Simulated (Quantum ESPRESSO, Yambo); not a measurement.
For YOF (space group R-3m, No. 166), Yambo gives the independent-particle static dielectric constant along x as 3.68 on PBEsol bands and 3.21 after a scissor of 2.22 eV widens every gap (8×8×8 mesh, 69 bands, 3 Ry local-field block, 0.2 eV broadening). Axes are Cartesian, with cell vectors (Å) (1.90, 1.10, 6.30), (-1.90, 1.10, 6.30), (0.00, -2.19, 6.30).

A scissor keeps the position matrix elements. In a one-oscillator model, how does ε − 1 scale, and what mean transition energy do the two values imply?

Each transition adds |r|²/E to ε − 1, so ε − 1 ∝ 1/(E0 + Δ). Then (3.21 − 1)/(3.68 − 1) = E0/(E0 + Δ) = 0.825, and E0 = Δ(ε' − 1)/(ε − ε') = 10.4 eV. The computed Im ε, weighted by 1/E up to 20 eV, has its mean at 9.5 eV; the smallest direct PBEsol gap is 4.94 eV. The scissor comes from a G0W0 run whose convergence isn't established. Convergence of the RPA response with its 8×8×8 mesh was not tested.

Bands from Quantum ESPRESSO.

Geometry of the Materials Project entry, not relaxed at this level; primitive cell a = b = c = 6.6671 Å, α = β = γ = 33.08°.
